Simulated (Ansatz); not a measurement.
NbH₂:
```yaml
crystal:
  lattice:
    - [0.00000, 2.27357, 2.27357]
    - [2.27357, 0.00000, 2.27357]
    - [2.27357, 2.27357, 0.00000]
  atoms:
    - { symbol: Nb, position: [0.00000, 0.00000, 0.00000] }
    - { symbol: H, position: [0.25000, 0.25000, 0.25000] }
    - { symbol: H, position: [0.75000, 0.75000, 0.75000] }
```

Relaxed with r²SCAN. Special points in fractions of this cell's reciprocal vectors: Γ (0.000, 0.000, 0.000); X (0.500, 0.000, 0.500); U (0.625, 0.250, 0.625); K (0.375, 0.375, 0.750); L (0.500, 0.500, 0.500); W (0.500, 0.250, 0.750).

Question: List the band energies nearest the Fermi level at these points for plane-wave PAW r²SCAN (Ansatz code).

Answer: In eV from the Fermi level; about four levels below and three above (degenerate sets whole), none deeper than 8.9 eV; … stands for higher levels left out; points with the same levels are listed once.

| k | below | above |
|---|---|---|
| Γ | -1.58 -1.44 -1.44 -1.44 | 1.32 1.32 … |
| X | -8.14 -5.57 -4.59 | 2.91 3.00 3.00 |
| U | -7.70 -6.29 -3.63 | 1.27 2.27 4.67 |
| L | -5.47 -1.28 -1.28 | 2.75 2.75 5.23 |
| W | -7.00 -7.00 -3.37 | 0.36 3.01 5.06 5.06 |

Space group Fm-3m (fluorite). The first step of the workflow began from a Materials Project structure, measured or hypothetical; the Crystallography Open Database files this formula in space group No. 225, but the cells were not matched. Whether it is the stable phase at ambient conditions was not checked. The r²SCAN relaxation kept the symmetry of its start; its stability against distortions is not shown here. The run is not spin-polarised. Spin–orbit coupling is left out wherever it is not named.

Potentials: the later of the program's two PAW sets.
